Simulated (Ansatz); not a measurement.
Relaxed candidate structures of PbI2:

**A**
```
CELL_PARAMETERS angstrom
      4.60562     0.00000     0.00000
      0.00000     4.60562     0.00000
      0.00000     0.00000    11.28293
ATOMIC_POSITIONS crystal
  I  0.00000 0.50000 0.00000
  I  0.50000 0.00000 0.50000
  I  0.50000 0.50000 0.25000
  I  0.50000 0.50000 0.75000
  Pb 0.00000 0.50000 0.50000
  Pb 0.50000 0.00000 0.00000
```

**B**
```
PbI2
1.0
    3.93410    -2.27195     0.00000
    3.93410     2.27195     0.00000
   -0.00626     0.00000     7.06856
Pb I
1 2
Cartesian
  3.93410   0.00000   0.00000
  1.31074   0.00000   1.86078
  6.55120   0.00000   5.20778
```

**C**
```xyz
3
Lattice="5.7169 0.0000 0.0000 -2.8584 4.9509 0.0000 0.0000 0.0000 3.7029" Properties=species:S:1:pos:R:3 pbc="T T T"
I      0.0000     3.3006     1.8514
I      2.8584     1.6503     1.8514
Pb     0.0000     0.0000     0.0000
```

Problem. Rank these by energy per atom (lowest first), as PBEsol (plane waves to 420 eV, PAW, scalar-relativistic; Ansatz, a program for electronic structure) gives it.

Solution. B (reference, the lowest of the structures calculated here), A (+319 meV/atom), C (+0.69 eV/atom)

Problem. Which candidates are metallic at this level, and what gaps do the others have?

Solution. No gap: C. A: 0.31 eV (no spin-orbit coupling); B: 2.16 eV (no spin-orbit coupling).

Each run could gain symmetry but not lose that of its start, so entries can be saddle points. From databases, or of a type measured for this composition: P-3m1, hP3, CdI2 type; the others are generated cells (placed on structure types, drawn at random, substituted or restacked) that were not matched to a known phase here. Static energies at zero pressure. No spin polarisation in the result. Spin-orbit coupling is missing; with elements this heavy it can move band edges by tenths of an eV or more.
